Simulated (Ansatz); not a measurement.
Here is an unrelaxed guess for RbLaSn.

```xyz
3
Lattice="5.0358 0.0000 0.0000 -2.5179 4.3611 0.0000 0.0000 0.0000 4.8874" Properties=species:S:1:pos:R:3 pbc="T T T"
Rb    0.0000    0.0000    0.0000
La    0.0000    2.9074    2.4437
Sn    2.5179    1.4537    2.4437
```

Level of theory: DFT PBE, scalar-relativistic, plane waves, PAW in Ansatz. Cutoff 420 eV; k points 6×6×4 on the computed 3-atom cell (Γ-centred); Gaussian smearing, width 0.10 eV; no spin polarisation.

Energies over the elements count from the elements' standard structures at the same level, with no fitted energy shifts. The references include grey tin.

Task: How far from equilibrium is it?

Result: The pressure is 8.7 GPa (the mean over three directions, positive in compression), the largest force is 0.00 eV/Å (symmetry fixes the atoms), and the energy is +0.23 eV/atom against the elements. The shortest distance is 2.91 Å.

Task: How much does it gain on relaxing, and where does it end?

Result: Relaxing gains about 0.26 eV/atom in 15 ionic steps and ends at −0.029 eV/atom on the finer mesh. The symmetry stays P-6m2 (No. 187). The volume per atom grows by 12.8 %, from 35.8 to 40.4 Å³. The shortest distance goes from 2.91 Å (La–Sn) to 3.32 Å (La–Sn). The ratio c/a of the conventional cell changes by a factor of 0.76. Conventional cell: a = 5.751 Å, c = 4.226 Å. Rb is surrounded by 6 La at 3.94 Å, 6 Sn at 3.94 Å and 2 Rb at 4.23 Å; around La lie 3 Sn at 3.32 Å, 6 Rb at 3.94 Å and 2 La at 4.23 Å; Sn is surrounded by 3 La at 3.32 Å, 6 Rb at 3.94 Å and 2 Sn at 4.23 Å.

The last run used a 6×6×8 mesh (in the run's order of axes) for its 3-atom cell and Gaussian smearing of 0.01 eV. The relaxation can't lower the symmetry of the start. Symmetry constrained the relaxation, so the result can be a saddle point.
